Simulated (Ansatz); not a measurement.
## Profile along the C–Zr line in ZrC (rock salt)

ZrC (rock salt), conventional cell a = b = c = 4.669 Å, α = β = γ = 90.00°. The calculation uses the primitive cell of 2 atoms, to which meshes and values per cell refer.

Fields along a shortest C–Zr line of a {110} plane (2.33 Å), from C to Zr, interpolated on the slice's grid (step about 0.2 Å). Calculation: PBEsol (plane waves to 420 eV, PAW, scalar-relativistic; Ansatz, a first-principles code). k mesh 17×17×17. Inside the PAW spheres the values are not all-electron values, and peaks at nuclei hang on which shells count as valence. ZrC is run without spin polarisation. ZrC was relaxed with its symmetry unable to fall.

| distance from C (Å) | valence electron density (e/Å³) | electron localisation function |
|---|---|---|
| 0.00 | 1.63 | x |
| 0.23 | 1.70 | x |
| 0.47 | 1.45 | x |
| 0.70 | 0.91 | 0.77 |
| 0.93 | 0.55 | 0.59 |
| 1.17 | 0.47 | 0.24 |
| 1.40 | 0.87 | 0.43 |
| 1.63 | 2.30 | 0.80 |
| 1.86 | 3.99 | x |
| 2.10 | 3.67 | x |
| 2.33 | 2.66 | x |

x: too close to a nucleus for the ELF to mean much.

Density on the C–Zr line (2.33 Å) at its density minimum, 1.1 Å from C: 0.46 e/Å³. ELF at that point: 0.3.
